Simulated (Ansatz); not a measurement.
# BIr: clamped-ion strain scan

Computed with DFT LDA, scalar-relativistic, plane waves, PAW in Ansatz 0.2.0. Cutoff 420 eV, Γ-centred 18×18×18 k-points, Gaussian smearing of 0.15 eV. Spin–orbit coupling is left out, which can shift energies with elements as heavy as these. No spin polarisation. Energies are free energies at this smearing, counted from the undisturbed cell; pressure is positive in compression.

Zero of the scan (as given, not relaxed at this level; it stands at -10.8 GPa, and it needn't be the usual structure):

```
CELL_PARAMETERS angstrom
3.04211 0.00000 0.00000
-1.52105 2.63454 0.00000
0.00000 0.00000 2.70297
ATOMIC_POSITIONS crystal
B 0.33333 0.66667 0.50000
Ir 0.00000 0.00000 0.00000
```

The cell is strained by ε times the Voigt pattern (0, 0, 1, 0, 0, 0) (xx, yy, zz, yz, xz, xy; engineering shear) with fractional coordinates fixed. The cell is metallic on the mesh throughout. At -11 GPa the given cell is far from its own equilibrium, so these figures belong to a strongly strained crystal.

```csv
ε,ΔE (meV/atom)
-0.1000,269.6
-0.0750,122.6
-0.0500,35.5
0.0000,0.0
0.0250,33.7
0.0750,169.3
0.1000,256.5
```

(1) Predict the stress summed along the pattern (GPa, tension positive) at each point.

Results:

(1)
```csv
ε,"stress summed along the pattern (GPa, tension positive)"
-0.1000,-106.86
-0.0750,-68.13
-0.0500,-35.90
0.0000,11.38
0.0250,27.84
0.0750,49.97
0.1000,51.99
```